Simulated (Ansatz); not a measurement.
Kick test of a cell of LiY₂P₂

The structure comes from a generated guess, relaxed at this level; another structure or a mixture of phases may lie lower.

Level of theory: DFT PBE, scalar-relativistic, plane waves, PAW (Ansatz). Settings: cutoff 420 eV, Γ-centred mesh 10×10×10 on the computed 5-atom cell, Gaussian smearing of 0.10 eV; no spin polarisation.

The cell below (5 atoms, space group I4/mmm (No. 139)) is relaxed within its symmetry.

```
CELL_PARAMETERS angstrom
-2.59871 2.59871 6.54447
2.59871 -2.59871 6.54447
2.59871 2.59871 -6.54447
ATOMIC_POSITIONS crystal
Li 0.00000 0.00000 0.00000
Y 0.25000 0.75000 0.50000
Y 0.75000 0.25000 0.50000
P 0.81769 0.81769 0.00000
P 0.18231 0.18231 0.00000
```

For the test a repeat of it with 10 atoms (edges 5.20, 7.51, 10.39 Å) was strained at random (σ = 1.5 % a component), the atoms were moved at random (σ = 0.10 Å), and all was relaxed again on a coarse 4×4×2 mesh (in the run’s order of axes) with 0.20 eV smearing, with no symmetry imposed.

The cell is a metal run without spin; a magnetic state may lie lower.

Question: Is the structure stable against such a distortion?

Answer: It returns, within 1 meV/atom of the unmoved cell on that mesh and with the same symmetry when read at 0.1 Å (P-1 at 0.01 Å, so small strains and shifts remain). No instability shows in this cell; modes of other wave vectors, which need another repeat, aren't tested.
